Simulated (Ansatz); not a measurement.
## A crystal of cell content C2H4Cl2F2 at more than one level of theory

Plane-wave PAW calculations in Ansatz, scalar-relativistic unless spin-orbit coupling is named; Γ-centred meshes, relaxations with the symmetry kept. Pressure is positive in compression. No spin polarisation at the first level.

Plane waves to 420 eV, a k mesh through Γ of 4×6×4 on the computed 10-atom cell and Gaussian smearing (0.02 eV); no spin polarisation.

Structure relaxed with PBE+D3(BJ):

```
H C Cl F
1.0
     5.02662    0.00000   -0.00456
     0.00000    4.20956    0.00000
    -2.12261    0.00000    6.65188
H C Cl F
4 2 2 2
Cartesian
  1.0394 1.6209 1.0268
  1.8647 3.7257 5.6206
  2.2711 0.5059 1.7960
  0.6329 2.6106 4.8513
  1.3019 0.5951 1.2973
  1.6021 2.6998 5.3501
  0.0503 -0.0075 2.4248
  2.8537 2.0973 4.2225
  1.3060 4.0231 0.1590
  1.5980 1.9183 6.4883
```

```
     level cell cutoff (eV) k mesh primitive cell V (Å³/atom) P (GPa; residual where relaxed) gap on mesh (eV)
PBE+D3(BJ) relaxed          420   4×6×4  a = 5.03 Å, b = 4.21 Å, c = 6.98 Å, α = 90.00°, β = 107.75°, γ = 90.00°         14.1                             0.02              5.98
    PBEsol relaxed          420   4×6×4  a = 4.97 Å, b = 4.28 Å, c = 7.24 Å, α = 90.00°, β = 106.76°, γ = 90.00°         14.7                             0.00              6.01
```

The start is a cell measured at 30 K (doi:10.1107/S0108270102017328), with 13.39 Å³ an atom; a static calculation leaves out thermal expansion, so the difference isn't the functional's error alone.

Cost: 2 runs of about 5.4 core-minutes in all, on Arm Neoverse V2 (shared hosts).